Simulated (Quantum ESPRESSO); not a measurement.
GaHf3O7F, convergence and cost over cutoff and k mesh

Simulated, not a measurement. The program is pw.x of Quantum ESPRESSO 7.5 (plane-wave density functional theory). The cell is made up: 12 atoms on a rutile lattice, with randomly drawn elements, strain and displacements, not relaxed. PseudoDojo standard norm-conserving files (v0.5 for PBE, v0.4.1 for LDA and PBEsol) set the functional; there is no spin polarisation, spin-orbit coupling or dispersion term, and the masses in the input are unused placeholders.

The hafnium pseudopotential is less sure than the others, with forces about 3 percent (worst 6) and pressure in oxides about 1.5 GPa (worst 2.7) from a second method in checks, which no rerun with the same files tests.

Input of the run in row 4:

```
&control calculation='scf', pseudo_dir='./dojo.nc.sr.pbe.v0_5.standard.upf', outdir='./o', disk_io='low', tprnfor=.true., tstress=.true. /
&system ibrav=0, nat=12, ntyp=4, nbnd=55, ecutwfc=84.00895049, nosym=.true., tot_charge=0,
 occupations='smearing', smearing='fd', degauss=0.0018374661
/
&electrons conv_thr=7.350e-09, electron_maxstep=60, /
ATOMIC_SPECIES
F 1.0 F.upf
Ga 1.0 Ga.upf
Hf 1.0 Hf.upf
O 1.0 O.upf
CELL_PARAMETERS angstrom
4.8341 -0.0681 -0.0067
-0.0681 4.8137 0.0345
-0.0088 0.0456 6.3074
ATOMIC_POSITIONS angstrom
Ga 0.0117 -0.0858 0.0185
Hf 2.4312 2.3341 1.5292
Hf -0.0511 0.1435 3.18
Hf 2.3902 2.4418 4.7289
O 1.4608 1.4456 0.079
O 3.2507 3.259 -0.0236
O 3.8926 0.9308 1.5828
O 1.0342 3.8767 1.696
O 1.5461 1.4513 3.1511
O 3.3592 3.2936 3.1511
O 3.8818 0.9596 4.8368
F 0.9251 3.9678 4.6996
K_POINTS automatic
5 5 4 1 1 1
```

The same cell was run at these settings. Meshes are shifted by half a step, and differences are from the last row, which is itself not exact.

```
cutoff (eV)     k mesh  k points solved  threshold (eV)  free energy less the last row's (eV)  pressure (GPa)  largest stress difference (GPa)  largest force difference (eV/Å)  iterations  wall time (s)  k-point pools        processor
        800  2 x 2 x 2                4           1e-04                                 2.099          -13.90                            19.13                            0.028          11             29              4  AMD EPYC, older
       1143  1 x 1 x 1                1           1e-07                                 0.780            6.51                             4.98                            0.782          14             45              4  AMD EPYC, older
        696  5 x 5 x 4               50           1e-07                                 9.449          -58.04                            63.22                            0.110          13            196              4  AMD EPYC, older
       1143  5 x 5 x 4               50           1e-07                                 0.003            5.07                             0.03                            0.002          14            325              4  AMD EPYC, older
       1437  7 x 7 x 6              147           1e-07                                 0.000            5.10                             0.00                            0.000          15           1790              4  AMD EPYC, older
```

Each pool is one process. Wall times include start-up and a band step at six k points, which weighs most on the coarsest meshes. The runs were on shared virtual cores whose load varied, so times are rough.